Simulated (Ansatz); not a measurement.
NaMgScS3O12, one structure, two calculations

Cell: a computed structure from the Materials Project (it need not be an observed phase).

```cif
data_NaMgScS3O12
_symmetry_space_group_name_H-M 'R3c:H'
_symmetry_Int_Tables_number 161
_cell_length_a 8.7297
_cell_length_b 8.7297
_cell_length_c 22.9930
_cell_angle_alpha 90.000
_cell_angle_beta 90.000
_cell_angle_gamma 120.000
loop_
_atom_site_label
_atom_site_type_symbol
_atom_site_symmetry_multiplicity
_atom_site_Wyckoff_symbol
_atom_site_fract_x
_atom_site_fract_y
_atom_site_fract_z
Na Na 6 a 0.0000 0.0000 0.4979
Mg Mg 6 a 0.0000 0.0000 0.3511
Sc Sc 6 a 0.0000 0.0000 0.6483
S S 18 b 0.9604 0.3370 0.5842
O13 O 18 b 0.2104 0.0268 0.3028
O19 O 18 b 0.7899 0.9737 0.6977
O25 O 18 b 0.0228 0.8268 0.4098
O31 O 18 b 0.9768 0.1744 0.5897
```

One atom of each set is listed; the run and its k-mesh use a cell of 36 atoms with edges of 9.17, 9.17, 9.17 Å.

First run. Computed with Ansatz: DFT, PBE, plane waves and PAW, scalar-relativistic, 420 eV cutoff, Γ-centred 3×3×3 k-points, Fermi–Dirac smearing 0.02 eV.

| site | V_zz (10²¹ V/m²) | η |
| --- | --- | --- |
| Na | -0.75 | 0.00 |
| Sc | -0.12 | 0.00 |
| S | -1.76 | 0.31 |
| O13 | 13.83 | 0.08 |
| O19 | 14.03 | 0.05 |
| O25 | 13.92 | 0.14 |
| O31 | 14.11 | 0.15 |

Second run. The same atoms and settings, except that the functional is r2SCAN and the cutoff is 500 eV.

Q: What does the second run give?

A: 

```json
{"site": "Na", "V_zz": "-0.77", "η": "0.00", "change of V_zz": "-0.02"}
{"site": "Sc", "V_zz": "-0.14", "η": "0.00", "change of V_zz": "-0.02"}
{"site": "S", "V_zz": "-1.85", "η": "0.34", "change of V_zz": "-0.09"}
{"site": "O13", "V_zz": "14.20", "η": "0.08", "change of V_zz": "+0.37"}
{"site": "O19", "V_zz": "14.43", "η": "0.05", "change of V_zz": "+0.40"}
{"site": "O25", "V_zz": "14.36", "η": "0.13", "change of V_zz": "+0.44"}
{"site": "O31", "V_zz": "14.56", "η": "0.14", "change of V_zz": "+0.45"}
```

The largest change of V_zz is on O31, from 14.11 to 14.56. In per cent, |V_zz| changes by +3 on Na, +5 on S, +3 on O (all sites that start above 0.5). Sites with |V_zz| of 0.02 or less aren't listed.

The largest force is 0.4 eV/Å, so the atoms aren't at the calculated equilibrium and relaxing them would move these values.
